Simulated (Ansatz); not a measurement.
## Structure relaxation, Cu₂O

The start is a relaxed Cu2O cell, doubled along one cell vector, shaken by Gaussian noise of σ = 0.08 Å a coordinate. Cell shape, volume and atoms are optimised at zero target pressure with PBEsol (plane waves to 420 eV, PAW, scalar-relativistic; Ansatz, a quantum-chemistry and plane-wave program). The first steps use a coarse 9×9×3 k-mesh.

Starting cell:
```
CELL_PARAMETERS angstrom
      2.79616     0.00000     0.00000
     -1.39808     2.42154     0.00000
      0.00000     0.00000     8.87812
ATOMIC_POSITIONS crystal
  Cu 0.36513 0.64378 0.40509
  Cu 0.36508 0.65792 0.90619
  Cu 0.62258 0.29772 0.09195
  Cu 0.67383 0.28875 0.61084
  O  0.99934 0.98976 0.25660
  O  0.09308 0.02883 0.74130
```

Task: How large is the pressure on the unrelaxed cell, and of which sign?

Result: +3 GPa (positive: the cell is compressed).

Task: What is the largest force in the starting geometry, and on which atom (counted from 1)?

Result: About 2.6 eV/Å, on Cu3 (atoms numbered as listed).

Task: Is the parent structure recovered?

Result: It returns to the parent structure, P-3m1 (No. 164).

Task: How do the shortest distances between atoms change?

Result: The closest pairs of elements (up to four, under 3.6 Å), start → end: Cu–O 1.82 → 2.07 Å; Cu–Cu 2.23 → 2.46 Å; O–O 2.80 → 2.80 Å.

Task: Is the relaxed structure metallic? Give its gap.

Result: No gap (metallic).

Final structure:

Space group P-3m1 (No. 164); a = 2.7961 Å, b = 2.7961 Å, c = 4.4391 Å, α = 90.00°, β = 90.00°, γ = 120.00°

```
atom  site  symmetry       x       y       z
----  ----  --------  ------  ------  ------
Cu      2d       3m.  0.3333  0.6667  0.2916
O       1a      -3m.  0.0000  0.0000  0.0000
```

Final values are on a 19×19×11 k-mesh of the relaxed cell. No spin polarisation in the result. The d or f electrons are treated with no Hubbard U.

The relaxed structure here is a generated cell of Cu2O: the first start was made by a random draw of sites in a space group, and the end was not matched to a known phase here, so it may be hypothetical. Known forms of Cu2O include space group No. 224.
